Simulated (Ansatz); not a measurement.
Theory: DFT PBE, scalar-relativistic, plane waves, PAW in Ansatz. Settings: cutoff 420 eV, Γ-centred meshes spaced at most about 0.3 Å⁻¹, and about 0.25 Å⁻¹ or finer for metals (2π included), Gaussian smearing. No spin polarisation in the final relaxations.

These are static total energies at zero pressure.

Compare these two cells of Ga4Sb3As, each relaxed at this level.

A.

```xyz
8
Lattice="4.3139 0.0000 0.0000 0.0000 8.6289 0.0000 0.0000 0.0000 6.0926" Properties=species:S:1:pos:R:3 pbc="T T T"
Ga    0.0000    6.5886    0.0521
Ga    2.1569    4.3145    3.0948
Ga    0.0000    2.0403    0.0521
Ga    2.1569    0.0000    2.8998
Sb    2.1569    6.5346    4.5685
Sb    0.0000    4.3145    1.5223
Sb    2.1569    2.0943    4.5685
As    0.0000    0.0000    1.5199
```

B.

```xyz
8
Lattice="6.0994 0.0000 0.0000 0.0000 6.0994 0.0000 0.0000 0.0000 6.0994" Properties=species:S:1:pos:R:3 pbc="T T T"
Ga    1.5785    4.5209    1.5785
Ga    1.5785    1.5785    4.5209
Ga    4.5209    4.5209    4.5209
Ga    4.5209    1.5785    1.5785
Sb    3.0497    0.0000    0.0000
Sb    0.0000    0.0000    3.0497
Sb    0.0000    3.0497    0.0000
As    3.0497    3.0497    3.0497
```

Problem. Which placement of the atoms is lower in energy, and by how much?

Solution. They are level within the accuracy (5 meV/atom apart, with A the lower in these runs). The two share one framework of sites and differ in which element sits where. A has Sb and As ordered on zinc blende sites, space group Pmm2 (No. 25), 28.3 Å³/atom and no gap on its mesh; B has Sb and As ordered on zinc blende sites, space group P-43m (No. 215), 28.4 Å³/atom and no gap. Counting As or Sb atoms around Ga (for each partner element, those within 1.25 times its shortest distance or 1.15 times the sum of covalent radii, where it is the nearest in units of that sum or under 1.3), A and B both have Ga 4. Both come from invented guesses.

These runs have no spin–orbit coupling, which can matter for Sb. The zero gap of P-43m may come from the functional, which often closes small gaps. Cells relaxed within their symmetry can be saddle points.
